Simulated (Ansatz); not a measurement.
**SrVO3**

**The experiment.** The Crystallography Open Database holds a cell as deposited of cubic SrVO3 (space group Pm-3m), temperature not stated (2003, doi:10.1016/S0925-8388(02)01349-X): a = 3.842 Å, 11.35 Å³/atom.

Method: r²SCAN, scalar-relativistic; collinear spin; PAW, 500 eV, Γ-centred 8×8×8 mesh, 0.05 eV Gaussian smearing; code Ansatz. The datasets are Ansatz's generated set soft_2.

```xyz
5
Lattice="3.8404 0.0000 0.0000 0.0000 3.8404 0.0000 0.0000 0.0000 3.8404" Properties=species:S:1:pos:R:3 pbc="T T T"
Sr    1.9202    1.9202    1.9202
V     0.0000    0.0000    0.0000
O     1.9202    0.0000    0.0000
O     0.0000    1.9202    0.0000
O     0.0000    0.0000    1.9202
```

The chain of runs began from a cell as deposited in COD, expanded in volume.

Magnetic state: ferromagnetic, site spin moments V 0.82 μB.

The cell above was scaled in volume, its shape and atoms being fixed by the lattice's symmetry. Energies are counted from the cell above.

Cell and atoms are those of this level's equilibrium.

```
V (Å³/atom)  ΔE (meV/atom)  P (GPa)  largest moment (μB)
      10.87           12.0      8.8                 0.79
      11.10            2.9      4.2                 0.81
      11.33            0.0      0.0                 0.82
      11.55            2.7     -3.7                 0.83
      11.78           10.4     -7.1                 0.84
      12.12           30.2    -11.5                 0.86
```

Q: What do the points give for the equilibrium volume, the bulk modulus and its pressure derivative (third-order Birch–Murnaghan)?

A: V0 = 11.33 Å³/atom, B0 = 197 GPa, B0′ = 4.4.

B0·V0 = 197.2 GPa × 11.33 Å³ = 13.94 eV/atom sets the scale: near the minimum ΔE ≈ ½ B0 V0 x², with x = V/V0 − 1, and a pressure of 2.0 GPa squeezes the volume by about 1 %. At the ends of the curve: x = −4.0 % predicts 11.1 meV/atom and the run gives 12.0; x = +7.0 % predicts 34.2 meV/atom and the run gives 30.2. The curve is steeper than the parabola on the compressed side and flatter on the expanded side: the bulk modulus rises with pressure.

**Comparison.** The computed cell (3.840 Å, 11.33 Å³/atom) differs from the database's by −0.2 % in volume, about −0.1 % in length. Agreement this close is partly luck: the calculation is for a static lattice, the crystal has zero-point motion and thermal expansion.

The run wasn't fully tested for a lower electronic state. Site moments are of spin, integrated over atomic spheres. No antiparallel order was tried. The run is a metal.
